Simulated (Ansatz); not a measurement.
Tl3VSe4:
```
CELL_PARAMETERS angstrom
     -3.83018     3.83018     3.83018
      3.83018    -3.83018     3.83018
      3.83018     3.83018    -3.83018
ATOMIC_POSITIONS crystal
  V  0.00000 0.00000 0.00000
  Tl 0.50000 0.50000 0.00000
  Tl 0.00000 0.50000 0.50000
  Tl 0.50000 0.00000 0.50000
  Se 0.65709 0.65709 0.65709
  Se 0.34291 0.00000 0.00000
  Se 0.00000 0.00000 0.34291
  Se 0.00000 0.34291 0.00000
```

Relaxed with PBEsol. Special points in fractions of this cell's reciprocal vectors: Γ (0.000, 0.000, 0.000); H (0.500, -0.500, 0.500); N (0.000, 0.000, 0.500); P (0.250, 0.250, 0.250).

Question: List the band energies nearest the valence-band maximum at these points for DFT-PBEsol in the program Ansatz with PAW potentials.

Answer: In eV from the valence-band maximum; about four levels below and three above (degenerate sets whole), none deeper than 8.9 eV; points with the same levels are listed once.

```tsv
k	below	above
Γ	-1.51 -1.51 -1.51 -0.64 -0.64	2.28 2.28 2.30 2.30 2.30
H	-0.32 -0.32 -0.06 -0.06 -0.06	1.92 1.92 1.92
N	-0.64 -0.56 -0.43 0.00	1.52 1.78 1.81
P	-0.83 -0.83 -0.83 -0.53 -0.53 -0.53	1.64 1.64 2.56 2.56 2.56
```

Space group I-43m. The first step of the workflow began from a Materials Project structure, measured or hypothetical; the Crystallography Open Database copy checked does not list it. Whether it is the stable phase at ambient conditions was not checked. Symmetry was held in the PBEsol relaxation; its stability against distortions is not shown here. The run is not spin-polarised. Spin–orbit coupling is left out wherever it is not named.

Potentials: the later of the program's two PAW sets.
